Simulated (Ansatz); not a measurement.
TaSi (rock salt, Fm-3m), PBE in the plane-wave PAW code Ansatz, all energies at zero smearing, with the estimated change up to a 700 eV cutoff added, with one set of potentials and settings (totals compare only within such a set). Cell of 2 atoms (1 Si, 1 Ta): -10568.163 eV.

```csv
element,reference phase,E (eV/atom)
Si,"Fd-3m, 2 atoms in the cell",-635.8096
Ta,"Im-3m, 1 atoms in the cell",-9932.2522
```

Formation energy per atom, worked out: (-10568.163 − 1×(-635.8096) − 1×(-9932.2522))/2 = -0.051 eV/atom (-5 kJ per mol of atoms), at 0 K, without zero-point energy or fitted corrections.

The cell is a constructed one: a structure type filled with these elements; neither database checked (COD, Materials Project) lists it. Its standing as an ambient phase is unchecked. The cell was relaxed with PBE under the symmetry of its start; whether a distortion lowers the energy is not shown. No spin polarisation was allowed. The references are the lowest solids computed at this level, not always the standard phases. Scalar-relativistic: spin–orbit coupling is off unless named, which matters more the heavier the elements.

Potentials: the later of the program's two PAW sets.
